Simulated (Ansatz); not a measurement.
**Zincblende alloy of ZnSe and BeSe (20 of 32 Zn sites exchanged), 64 atoms**

Ansatz, PAW, plane waves. PBEsol relaxation of volume and atoms (shape held) at the single k point (¼, ¼, ¼) without its symmetry partners; single points on the relaxed atoms at the single k point (¼, ¼, ¼) without its symmetry partners, onto which points of the small cell's zone fold. Arrangement: random. No spin–orbit coupling unless named.

Relaxed structure:

```
Be Zn Se
1.0
    10.64073    0.00000    0.00000
     0.00000   10.64073    0.00000
     0.00000    0.00000   10.64073
Be Zn Se
20 12 32
Direct
  0.99527 0.99959 0.99802
  0.50514 0.99659 0.49659
  0.50103 0.49837 0.01144
  0.50229 0.50194 0.48937
  0.24823 0.24763 0.00409
  0.25223 0.74880 0.00161
  0.25446 0.75030 0.50064
  0.74838 0.24772 0.00782
  0.74484 0.24514 0.49195
  0.75049 0.75275 0.00217
  0.74343 0.75065 0.49517
  0.24759 0.99446 0.75249
  0.25710 0.49788 0.24746
  0.74725 0.00180 0.24953
  0.75140 0.99551 0.74931
  0.74232 0.49756 0.24990
  0.99369 0.24975 0.24434
  0.99919 0.75709 0.75291
  0.50502 0.25380 0.25050
  0.50185 0.74407 0.25160
  0.99374 0.99824 0.50298
  0.00001 0.50097 0.00716
  0.99902 0.50258 0.49627
  0.50214 0.00129 0.00385
  0.25456 0.25110 0.49502
  0.25284 0.00225 0.24726
  0.25454 0.50652 0.75265
  0.74833 0.50234 0.75065
  0.99601 0.24382 0.75599
  0.99752 0.75026 0.24815
  0.50431 0.24644 0.75128
  0.50026 0.75222 0.74787
  0.11393 0.12965 0.11793
  0.13346 0.11743 0.63217
  0.14282 0.62549 0.12800
  0.12410 0.64211 0.62697
  0.63052 0.13329 0.13537
  0.63380 0.11330 0.61753
  0.62658 0.62501 0.12692
  0.62177 0.62446 0.60667
  0.37728 0.37089 0.12791
  0.38755 0.38659 0.61629
  0.37810 0.85811 0.12602
  0.36991 0.88382 0.61768
  0.86468 0.37059 0.13299
  0.86572 0.36242 0.61549
  0.86720 0.88390 0.11996
  0.86437 0.86460 0.63100
  0.39632 0.12506 0.37226
  0.35942 0.12202 0.87637
  0.37586 0.62366 0.37457
  0.38178 0.62609 0.89386
  0.86871 0.12948 0.36626
  0.86229 0.11636 0.88376
  0.85549 0.62493 0.37098
  0.87757 0.64034 0.87782
  0.12387 0.37419 0.35526
  0.13255 0.36871 0.88280
  0.13257 0.86840 0.38264
  0.12490 0.87470 0.87888
  0.62362 0.37535 0.37354
  0.62578 0.37510 0.89489
  0.62472 0.87440 0.37143
  0.63868 0.87576 0.87556
```

(1) What are the mean bond lengths by pair (pairs within 1.2 times the sum of covalent radii, less contacts 15 % beyond the pair's median; cation–cation pairs of compounds aside; long ionic contacts are cut short by that bound)?

(2) What gap lies between the top filled and the lowest empty level in the single points?

Results:

(1) Be–Se 2.247 ± 0.027 Å (standard deviation, 80 bonds); Se–Zn 2.407 ± 0.013 Å (standard deviation, 48 bonds).

(2) HSE06 4.15 eV (26 s on NVIDIA GB200). Away from Γ this isn't the crystal's band gap.
